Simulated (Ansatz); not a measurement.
Structure: a 3-atom cell of CeO2 (Fm-3m) from a materials database, at its r2SCAN minimum. Space group Fm-3m (No. 225), cubic; conventional cell a = 5.437 Å, 13.40 Å³ an atom. Ce is surrounded by 8 O at 2.35 Å; O is surrounded by 4 Ce at 2.35 Å.

```cif
data_structure
_symmetry_space_group_name_H-M 'Fm-3m'
_symmetry_Int_Tables_number 225
_cell_length_a 5.4373
_cell_length_b 5.4373
_cell_length_c 5.4373
_cell_angle_alpha 90.000
_cell_angle_beta 90.000
_cell_angle_gamma 90.000
_cell_volume 160.75
loop_
_atom_site_label
_atom_site_type_symbol
_atom_site_symmetry_multiplicity
_atom_site_Wyckoff_symbol
_atom_site_fract_x
_atom_site_fract_y
_atom_site_fract_z
_atom_site_occupancy
Ce1 Ce 4 a 0.00000 0.00000 0.00000 1
O1 O 8 c 0.25000 0.75000 0.75000 1
```

5 runs of Ansatz 0.2.0 on this cell differ in the functional (and in the settings that go with it). Levels are in eV from each run's valence top; v1 is the last filled band, c1 the first empty one.

Run A, mean stress -4.7 GPa (compression positive):
```tsv
point	v2	v1	c1	c2
Γ	-0.59	-0.59	3.98	4.02
X	-0.88	-0.61	3.68	3.74
U	-0.78	-0.38	3.64	3.78
L	-0.87	-0.87	3.52	3.82
```

Run B, mean stress -2.4 GPa (compression positive):
```tsv
point	v2	v1	c1	c2
Γ	-0.61	-0.61	3.56	3.56
X	-0.85	-0.62	3.26	3.27
U	-0.78	-0.36	3.18	3.31
L	-0.83	-0.83	3.09	3.36
```

Run C, mean stress -4.5 GPa (compression positive):
```tsv
point	v2	v1	c1	c2
Γ	-0.60	-0.60	4.76	4.80
X	-0.89	-0.62	4.46	4.51
U	-0.78	-0.38	4.41	4.56
L	-0.88	-0.88	4.29	4.60
```

Run D, mean stress -8.2 GPa (compression positive):
```tsv
point	v2	v1	c1	c2
Γ	-0.62	-0.62	2.20	2.20
X	-0.79	-0.62	1.92	2.04
U	-0.76	-0.32	1.98	2.07
L	-0.81	-0.81	1.89	2.07
```

Run E, mean stress 0.0 GPa (compression positive):
```tsv
point	v2	v1	c1	c2
Γ	-0.60	-0.60	2.60	2.60
X	-0.82	-0.61	2.33	2.35
U	-0.76	-0.34	2.28	2.39
L	-0.79	-0.79	2.20	2.42
```

Q: Match the runs to LDA, r2SCAN, r2SCANh, HSE06, PBE0.

A: A is HSE06, B is r2SCANh, C is PBE0, D is LDA, E is r2SCAN. In order of the gap: LDA 1.89, r2SCAN 2.20, r2SCANh 3.09, HSE06 3.52, PBE0 4.29 eV. The stress vanishes for r2SCAN, which relaxed the cell.

Calculated for a static, non-magnetic cell.

The stress of a hybrid is loosely converged in these runs.

The meshes of the hybrids are coarse, so their gaps aren't converged to the digits shown.
